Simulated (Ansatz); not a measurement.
## Structure relaxation, TiC

The start is a relaxed TiC cell displaced along its unstable phonon at q = Γ (372i cm⁻¹), largest move 0.15 Å. The structure is fully relaxed (lattice and positions, P = 0) with r2SCAN (plane waves to 500 eV, PAW, scalar-relativistic; Ansatz, a program for electronic structure). The first steps use a coarse 10×10×10 k-mesh.

The start:
```yaml
crystal:
  lattice:
    - [0.00000, 2.74096, 2.74096]
    - [2.74096, 0.00000, 2.74096]
    - [2.74096, 2.74096, 0.00000]
  atoms:
    - { symbol: Ti, position: [0.75175, 0.75175, 0.74825] }
    - { symbol: Ti, position: [0.49825, 0.49825, 0.50175] }
    - { symbol: C, position: [0.02736, 0.02736, 0.97264] }
    - { symbol: C, position: [0.22264, 0.22264, 0.27736] }
```

Q: How much energy is released per atom?

A: About 1.7 eV/atom.

Q: How do the shortest distances between atoms change?

A: The closest pairs of elements (up to four, under 3.6 Å), start → end: C–C 2.21 → 1.53 Å; C–Ti 2.30 → 2.23 Å; Ti–Ti 2.36 → 2.64 Å.

Q: Is the relaxed structure metallic? Give its gap.

A: Zero (metallic).

Q: Give the final cell and atomic positions.

A: 
Space group Imma (No. 74); a = 2.635 Å, b = 3.014 Å, c = 10.813 Å, α = β = γ = 90.00°

```json
[
 {"atom": "Ti", "site": "4e", "symmetry": "mm2", "x": "0.0000", "y": "0.2500", "z": "0.6230"},
 {"atom": "C", "site": "4e", "symmetry": "mm2", "x": "0.0000", "y": "0.2500", "z": "0.2137"}
]
```
(The calculation used a cell of 4 atoms; values per cell refer to that cell.)

Final values are on a 19×19×19 k-mesh of the relaxed cell. The start holds a very short contact (C–C 2.21 Å). No spin polarisation in the result.

The run could not lose the symmetry of its start: the end is stationary, and may be a saddle point rather than a minimum.

The relaxed structure here is a generated cell of TiC: the first start was made by placing the elements on the sites of a structure type, and the end was not matched to a known phase here, so it may be hypothetical. Known forms of TiC include space group No. 225.
